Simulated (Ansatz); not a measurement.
The calculation used DFT PBE, scalar-relativistic, plane waves, PAW in Ansatz. Settings: cutoff 420 eV, Γ-centred meshes spaced at most about 0.3 Å⁻¹, and about 0.25 Å⁻¹ or finer for metals (2π included), Gaussian smearing. No spin polarisation in the final relaxations.

These are static total energies at zero pressure. All come from trial cells, and lower structures may exist.

Question: Order these relaxed structures of LiYHg by energy, lowest first, with the energy over the lowest of them.
A.

Space group P4/mmm (No. 123). a = 3.534 Å, b = 3.534 Å, c = 5.557 Å, α = 90.00°, β = 90.00°, γ = 90.00°
| atom | site | symmetry | x | y | z |
| --- | --- | --- | --- | --- | --- |
| Li | 1a | 4/mmm | 0.0000 | 0.0000 | 0.0000 |
| Y | 1b | 4/mmm | 0.0000 | 0.0000 | 0.5000 |
| Hg | 1c | 4/mmm | 0.5000 | 0.5000 | 0.0000 |

B.

Space group P4/mmm (No. 123). a = 4.218 Å, b = 4.218 Å, c = 5.251 Å, α = 90.00°, β = 90.00°, γ = 90.00°
| atom | site | symmetry | x | y | z |
| --- | --- | --- | --- | --- | --- |
| Li | 1d | 4/mmm | 0.5000 | 0.5000 | 0.5000 |
| Y | 1a | 4/mmm | 0.0000 | 0.0000 | 0.0000 |
| Hg | 1c | 4/mmm | 0.5000 | 0.5000 | 0.0000 |

Answer: B (0 meV/atom), A (108 meV/atom). Forms: B P4/mmm; A P4/mmm. Counting all near atoms (those within 1.25 times the shortest distance at each site; a plus sign parts nearer from farther groups): B has Li 2, Y 4, Hg 2+4; A has Li 4+2, Y 2, Hg 4.

These runs have no spin–orbit coupling, which can matter for Hg. Cells relaxed within their symmetry can be saddle points. Some types were kept out of the candidates beforehand, so the set may lack a known form.
